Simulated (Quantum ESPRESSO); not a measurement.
# Ga2AlInP4: input and log of a self-consistent run

Computed values, not a measurement. The program is pw.x of Quantum ESPRESSO 7.5 (plane-wave density functional theory). The cell is made up: 8 atoms on a zincblende/diamond lattice, with randomly drawn elements, strain and displacements, not relaxed. PseudoDojo standard norm-conserving files (v0.5 for PBE, v0.4.1 for LDA and PBEsol) set the functional; there is no spin polarisation, spin-orbit coupling or dispersion term, and the masses in the input are unused placeholders.

Input:

```
&control calculation='scf', pseudo_dir='./dojo.nc.sr.pbe.v0_5.standard.upf', outdir='./o', disk_io='low', tprnfor=.true., tstress=.true. /
&system ibrav=0, nat=8, ntyp=4, nbnd=37, ecutwfc=101.20763327, nosym=.true., tot_charge=0,
 occupations='smearing', smearing='fd', degauss=0.0018374661
/
&electrons conv_thr=7.350e-09, electron_maxstep=60, /
ATOMIC_SPECIES
Al 1.0 Al.upf
Ga 1.0 Ga.upf
In 1.0 In.upf
P 1.0 P.upf
CELL_PARAMETERS angstrom
5.7198 0.0145 0.001
0.0145 5.6304 -0.0697
0.001 -0.0697 5.5802
ATOMIC_POSITIONS angstrom
Ga 0.0838 0.0117 -0.0363
Al 0.0338 2.7978 2.7874
In 2.8587 0.0137 2.7832
Ga 2.8527 2.7876 0.011
P 1.4212 1.4137 1.3704
P 1.4467 4.1747 4.1562
P 4.293 1.3854 4.1696
P 4.3168 4.2283 1.3196
K_POINTS automatic
6 6 6 1 1 1
```

The log is shortened where brackets say so; the opening notice, blank lines, dates and the lines on written files are dropped, and the path of the files is cut. It prints rydbergs, bohrs and kilobars, and counts compression as positive stress.

```
     Program PWSCF v.7.5
     Parallel version (MPI & OpenMP), running on       4 processor cores
     Number of MPI processes:                 4
     Threads/MPI process:                     1
     [start-up lines left out]
     bravais-lattice index     =            0
     lattice parameter (alat)  =      10.8089  a.u.
     unit-cell volume          =    1212.5410 (a.u.)^3
     number of atoms/cell      =            8
     number of atomic types    =            4
     number of electrons       =        62.00
     number of Kohn-Sham states=           37
     kinetic-energy cutoff     =     101.2076  Ry
     charge density cutoff     =     404.8305  Ry
     scf convergence threshold =      7.3E-09
     mixing beta               =       0.7000
     number of iterations used =            8  plain     mixing
     Exchange-correlation= PBE
                           (   1   4   3   4   0   0   0)
     [axes and pseudopotential details left out]
   Cartesian axes
     site n.     atom                  positions (alat units)
         1        Ga     tau(   1) = (   0.0146508   0.0020455  -0.0063464  )
         2        Al     tau(   2) = (   0.0059093   0.4891414   0.4873232  )
         3        In     tau(   3) = (   0.4997886   0.0023952   0.4865889  )
         4        Ga     tau(   4) = (   0.4987396   0.4873581   0.0019231  )
         5        P      tau(   5) = (   0.2484694   0.2471582   0.2395880  )
         6        P      tau(   6) = (   0.2529276   0.7298658   0.7266315  )
         7        P      tau(   7) = (   0.7505483   0.2422105   0.7289742  )
         8        P      tau(   8) = (   0.7547093   0.7392367   0.2307066  )
     number of k points=   108  Fermi-Dirac smearing, width (Ry)=  0.0018
     Number of k-points >= 100: set verbosity='high' to print them.
     Dense  grid:   166815 G-vectors     FFT dimensions: (  72,  72,  72)
     Estimated max dynamical RAM per process >     539.51 MB
     Estimated total dynamical RAM >       1.99 GB
     Initial potential from superposition of free atoms
     starting charge      61.9877, renormalised to      62.0000
     Starting wfcs are   47 randomized atomic wfcs
     total cpu time spent up to now is       19.3 secs
     per-process dynamical memory:   453.7 Mb
     Self-consistent Calculation
     iteration #  1     ecut=   101.21 Ry     beta= 0.70
     Davidson diagonalization with overlap
     ethr =  1.00E-02,  avg # of iterations =  4.0
     Threshold (ethr) on eigenvalues was too large:
     Diagonalizing with lowered threshold
     Davidson diagonalization with overlap
     ethr =  5.41E-04,  avg # of iterations =  2.0
     total cpu time spent up to now is      100.4 secs
     total energy              =    -498.94708447 Ry
     estimated scf accuracy    <       0.34365936 Ry
     iteration #  2     ecut=   101.21 Ry     beta= 0.70
     Davidson diagonalization with overlap
     ethr =  5.54E-04,  avg # of iterations =  2.3
     total cpu time spent up to now is      142.4 secs
     total energy              =    -499.03203613 Ry
     estimated scf accuracy    <       0.08074454 Ry
     iteration #  3     ecut=   101.21 Ry     beta= 0.70
     Davidson diagonalization with overlap
     ethr =  1.30E-04,  avg # of iterations =  3.1
     total cpu time spent up to now is      183.7 secs
     total energy              =    -499.04642252 Ry
     estimated scf accuracy    <       0.00358404 Ry
     iteration #  4     ecut=   101.21 Ry     beta= 0.70
     Davidson diagonalization with overlap
     ethr =  5.78E-06,  avg # of iterations = 12.4
     total cpu time spent up to now is      248.3 secs
     total energy              =    -499.04713543 Ry
     estimated scf accuracy    <       0.00224697 Ry
     iteration #  5     ecut=   101.21 Ry     beta= 0.70
     Davidson diagonalization with overlap
     ethr =  3.62E-06,  avg # of iterations =  2.3
     total cpu time spent up to now is      288.7 secs
     total energy              =    -499.04751364 Ry
     estimated scf accuracy    <       0.00012678 Ry
     iteration #  6     ecut=   101.21 Ry     beta= 0.70
     Davidson diagonalization with overlap
     ethr =  2.04E-07,  avg # of iterations =  3.5
     total cpu time spent up to now is      332.7 secs
     total energy              =    -499.04754624 Ry
     estimated scf accuracy    <       0.00000868 Ry
     iteration #  7     ecut=   101.21 Ry     beta= 0.70
     Davidson diagonalization with overlap
     ethr =  1.40E-08,  avg # of iterations =  3.7
     total cpu time spent up to now is      378.4 secs
     total energy              =    -499.04754873 Ry
     estimated scf accuracy    <       0.00000139 Ry
     iteration #  8     ecut=   101.21 Ry     beta= 0.70
     Davidson diagonalization with overlap
     ethr =  2.24E-09,  avg # of iterations =  2.9
     total cpu time spent up to now is      420.3 secs
     total energy              =    -499.04754916 Ry
     estimated scf accuracy    <       0.00000007 Ry
     iteration #  9     ecut=   101.21 Ry     beta= 0.70
     Davidson diagonalization with overlap
     ethr =  1.08E-10,  avg # of iterations =  4.5
     total cpu time spent up to now is      469.6 secs
     total energy              =    -499.04754918 Ry
     estimated scf accuracy    <       0.00000005 Ry
     iteration # 10     ecut=   101.21 Ry     beta= 0.70
     Davidson diagonalization with overlap
     ethr =  8.27E-11,  avg # of iterations =  2.0
     total cpu time spent up to now is      506.7 secs
     End of self-consistent calculation
     [lines on levels left out]
!    total energy              =    -499.04754919 Ry
     estimated scf accuracy    <          1.9E-09 Ry
     smearing contrib. (-TS)   =      -0.00000000 Ry
     internal energy E=F+TS    =    -499.04754919 Ry
     The total energy is F=E-TS. E is the sum of the following terms:
     one-electron contribution =    -237.10205693 Ry
     hartree contribution      =     160.29923383 Ry
     xc contribution           =    -142.40438627 Ry
     ewald contribution        =    -279.84033981 Ry
     convergence has been achieved in  10 iterations
     Forces acting on atoms (cartesian axes, Ry/au):
     atom    1 type  2   force =    -0.03446650    0.00114307    0.00839672
     atom    2 type  1   force =    -0.02144781    0.00491020   -0.00829501
     atom    3 type  3   force =    -0.00624484   -0.01891241   -0.00052330
     atom    4 type  2   force =     0.00919413    0.01449107   -0.00716561
     atom    5 type  4   force =    -0.02749777    0.02897346   -0.01805882
     atom    6 type  4   force =    -0.00645860   -0.03241644    0.01233603
     atom    7 type  4   force =     0.04728685    0.03285798    0.03368129
     atom    8 type  4   force =     0.03963454   -0.03104694   -0.02037129
     Total force =     0.114551     Total SCF correction =     0.000099
     Computing stress (Cartesian axis) and pressure
          total   stress  (Ry/bohr**3)                   (kbar)     P=       -1.05
  -0.00006805  -0.00001665   0.00001008          -10.01       -2.45        1.48
  -0.00001665   0.00000515   0.00015140           -2.45        0.76       22.27
   0.00001008   0.00015140   0.00004143            1.48       22.27        6.09
     init_run     :     18.19s CPU     18.89s WALL (       1 calls)
     electrons    :    483.65s CPU    487.45s WALL (       1 calls)
     forces       :      5.69s CPU      5.75s WALL (       1 calls)
     stress       :     20.46s CPU     21.13s WALL (       1 calls)
     [timing details left out]
     PWSCF        :   8m48.68s CPU   8m54.02s WALL
     JOB DONE.
```

In other units: free energy -6789.888 eV for the cell, pressure -0.11 GPa, largest force component 1.216 eV/Å. This run is the check on a run of the same cell at 1088 eV and a 4 x 4 x 4 mesh: rerunning at 1377 eV and a 6 x 6 x 6 mesh moved values by no more than 0.008 eV in energy, 0.02 GPa in stress and 0.002 eV/Å in force.